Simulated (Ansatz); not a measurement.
GaGe$_{16}$Si$_{15}$ in space group Cm (No. 8; Pearson symbol mS64) under volume change, the program Ansatz at the PBE level (PAW), shape and atoms relaxed at each volume.

```csv
V (Å³/atom),E − E(relaxed) (meV/atom),P (GPa)
20.103,47.7,8.38
20.766,20.0,5.11
21.428,___,___
22.091,0.0,0.00
22.754,___,___
23.417,15.9,-3.64
24.079,34.0,-5.04
```

### Question
Some entries are withheld; supply them.

### Answer

- 21.428, E − E(relaxed) (meV/atom): 4.7
- 21.428, P (GPa): 2.34
- 22.754, E − E(relaxed) (meV/atom): 4.2
- 22.754, P (GPa): -1.98

### Question
What does a third-order Birch–Murnaghan fit give for V₀, B₀ and B′?

### Answer
V₀ = 22.09 Å³/atom, B₀ = 71.5 GPa, B′ = 4.6.

The start of the workflow was typed in or built on a structure type; neither database checked (COD, Materials Project) lists it. Whether it is the stable phase at ambient conditions was not checked. The cell was relaxed with PBE under the symmetry of its start; its stability against distortions is not shown here.

Potentials: the later of the program's two PAW sets.
